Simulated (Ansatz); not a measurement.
WP2 (space group Cmc2_1)

```
CELL_PARAMETERS angstrom
      1.57438    -5.56815     0.00000
      1.57438     5.56815     0.00000
      0.00000     0.00000     4.95319
ATOMIC_POSITIONS crystal
  P  0.07010 0.92990 0.38279
  P  0.92990 0.07010 0.88279
  P  0.79695 0.20305 0.20057
  P  0.20305 0.79695 0.70057
  W  0.40678 0.59322 0.49964
  W  0.59322 0.40678 0.99964
```

The slice is a (011) plane (indices of the conventional cell) through the point (0.407, 0.593, 0.500) (fractional), spanned by u = [110] and v = [1 -1 1] in vectors of this cell: u (3.15 Å) and v (12.19 Å, at 90° to u). It covers one period; positions are fractions (u, v).

Computed with PBEsol (plane waves to 420 eV, PAW, scalar-relativistic; Ansatz, a first-principles code). k mesh 15×15×10. Inside the PAW spheres the values are not all-electron values, and peaks at nuclei hang on which shells count as valence. Spin-orbit coupling is left out, though W is heavy. WP2 is run without spin polarisation. WP2 was relaxed with its symmetry unable to fall.

**Question.** Predict the map of the electron localisation function (ELF) on the slice.

**Answer.** 
```
|77224227|
|22477742|
|23687863|
|01467641|
|00257520|
|55333335|
|88522258|
|76334336|
|32123212|
|44322234|
|66632366|
|87620267|
|99510159|
|64100014|
|00123210|
|13676763|
|36971796|
|26983896|
|12555552|
|22111112|
|33222223|
|22233322|
|77213127|
|xx51315x|
```
Scale: ten equal steps from 0.05 (start of '0') to 0.90 (end of '9'), in the order '0123456789'. Values: electron localisation function (ELF). The map has 8 points along u (one character each, u = 0 at the left) and 24 along v (v = 0 in the bottom row). Points within 0.4 Å of a nucleus are blanked (x), as the pseudised field means little there.
